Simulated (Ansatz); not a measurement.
Relaxation of a generated cell, PtS2 built in the AFLOW prototype A2B_tI12_140_h_a (C16, as in Al2Cu); 6 atoms in the cell, which starts as I4/mcm (No. 140), tI12; a = b = 6.4093 Å, c = 5.1572 Å, α = β = γ = 90.00°. All values below come from r2SCAN (plane waves to 500 eV, PAW, scalar-relativistic; Ansatz, an electronic-structure program). Γ-centred k-mesh 8×8×8 on the run's cell, Fermi–Dirac smearing 0.05 eV. This is the first round of the run. 

The optimiser's lines from the output (shortened; P is positive under compression):

```
relax step   1: F+E_penalty+E_count = -28691.87045528 eV  Δ(F+E_penalty+E_count) = +0.000e0 eV  max|allowed force component| = 1.112e-1 eV/Å  Δτ_max = 0.0000 Å  P = -4.211 GPa  Ω = 105.928 Å³  (8 SCF iters, dr2 threshold 1.00e-7 eV, accepted)
relax step   2: F+E_penalty+E_count = -28692.80944658 eV  Δ(F+E_penalty+E_count) = -9.390e-1 eV  max|allowed force component| = 2.365e-1 eV/Å  Δτ_max = 0.0269 Å  P = -1.059 GPa  Ω = 100.614 Å³  (7 SCF iters, dr2 threshold 6.00e-7 eV, accepted)
relax step   3: F+E_penalty+E_count = -28693.41917198 eV  Δ(F+E_penalty+E_count) = -6.097e-1 eV  max|allowed force component| = 4.547e-1 eV/Å  Δτ_max = 0.0858 Å  P = +0.928 GPa  Ω = 97.493 Å³  (7 SCF iters, dr2 threshold 6.00e-7 eV, accepted)
relax step   4: F+E_penalty+E_count = -28694.05002719 eV  Δ(F+E_penalty+E_count) = -6.309e-1 eV  max|allowed force component| = 1.555e-1 eV/Å  Δτ_max = 0.1658 Å  P = +4.700 GPa  Ω = 95.211 Å³  (6 SCF iters, dr2 threshold 6.00e-7 eV, accepted)
relax step   5: F+E_penalty+E_count = -28694.09222614 eV  Δ(F+E_penalty+E_count) = -4.220e-2 eV  max|allowed force component| = 5.958e-1 eV/Å  Δτ_max = 0.0548 Å  P = +0.216 GPa  Ω = 100.522 Å³  (7 SCF iters, dr2 threshold 6.00e-7 eV, accepted)
relax step   6: F+E_penalty+E_count = -28693.97720621 eV  Δ(F+E_penalty+E_count) = +1.150e-1 eV  max|allowed force component| = 4.404e-1 eV/Å  Δτ_max = 0.0759 Å  P = -6.810 GPa  Ω = 105.023 Å³  (7 SCF iters, dr2 threshold 6.00e-7 eV, rejected (line search))
relax step   7: F+E_penalty+E_count = -28694.14868492 eV  Δ(F+E_penalty+E_count) = -5.646e-2 eV  max|allowed force component| = 2.579e-1 eV/Å  Δτ_max = 0.0280 Å  P = +0.033 GPa  Ω = 99.902 Å³  (11 SCF iters, accepted)
relax step   8: F+E_penalty+E_count = -28694.16741904 eV  Δ(F+E_penalty+E_count) = -1.873e-2 eV  max|allowed force component| = 4.171e-2 eV/Å  Δτ_max = 0.0308 Å  P = +0.002 GPa  Ω = 99.492 Å³  (6 SCF iters, dr2 threshold 6.00e-7 eV, accepted)
relax step   9: F+E_penalty+E_count = -28694.16898969 eV  Δ(F+E_penalty+E_count) = -1.571e-3 eV  max|allowed force component| = 1.714e-2 eV/Å  Δτ_max = 0.0009 Å  P = +0.129 GPa  Ω = 99.290 Å³  (5 SCF iters, dr2 threshold 6.00e-7 eV, accepted)
relax step  10: F+E_penalty+E_count = -28694.16904863 eV  Δ(F+E_penalty+E_count) = -5.894e-5 eV  max|allowed force component| = 2.600e-5 eV/Å  Δτ_max = 0.0011 Å  P = -0.018 GPa  Ω = 99.378 Å³  (5 SCF iters, dr2 threshold 6.43e-8 eV, accepted)
relax step  11: F+E_penalty+E_count = -28694.16905392 eV  Δ(F+E_penalty+E_count) = -5.288e-6 eV  max|allowed force component| = 5.761e-5 eV/Å  Δτ_max = 0.0001 Å  P = +0.001 GPa  Ω = 99.361 Å³  (4 SCF iters, dr2 threshold 1.00e-9 eV, accepted)
relax step  12: F+E_penalty+E_count = -28694.17225851 eV  Δ(F+E_penalty+E_count) = -3.205e-3 eV  max|allowed force component| = 3.349e-4 eV/Å  Δτ_max = 0.0000 Å  P = +0.031 GPa  Ω = 99.361 Å³  stress off target by 1.38e-1 GPa  SCF on the basis re-selected at this cell (its energy is not comparable with the rows above)  (8 SCF iters)
relax step  13: F+E_penalty+E_count = -28694.17233965 eV  Δ(F+E_penalty+E_count) = -8.114e-5 eV  max|allowed force component| = 1.118e-4 eV/Å  Δτ_max = 0.0008 Å  P = +0.005 GPa  Ω = 99.395 Å³  (4 SCF iters, dr2 threshold 4.74e-8 eV, accepted)
relax step  14: F+E_penalty+E_count = -28694.17234703 eV  Δ(F+E_penalty+E_count) = -7.385e-6 eV  max|allowed force component| = 1.636e-4 eV/Å  Δτ_max = 0.0000 Å  P = +0.005 GPa  Ω = 99.395 Å³  stress off target by 1.86e-2 GPa  SCF on the basis re-selected at this cell (its energy is not comparable with the rows above)  (6 SCF iters)
```

From the first to the last row the energy changes by -0.38 eV/atom and the volume by -6.2 %. The last row is marked as not comparable with the walk above it, whose basis was carried along; it does compare with step 1, since both stand on a basis selected at the nominal cutoff for their own cell.

Step 6 was rejected by the optimiser.

Later rounds, restarted from the end of this one on a renewed k-mesh, logged 2 more steps and released under 0.01 eV/atom more. The final structure after all rounds: I4/mcm (No. 140), tI12; a = b = 5.6133 Å, c = 6.3089 Å, α = β = γ = 90.00°. Between re-selections the logged energies stand on a plane-wave basis carried along with the cell. The relaxed cell holds bonded S–S pairs (2.03 Å). No spin polarisation in the result.

The run could not lose the symmetry of its start: the end is stationary, and may be a saddle point rather than a minimum.

The relaxed structure here is a generated cell of PtS2: the first start was made by placing the elements on the sites of a structure type, and the end was not matched to a known phase here, so it may be hypothetical. Known forms of PtS2 include space group No. 164.
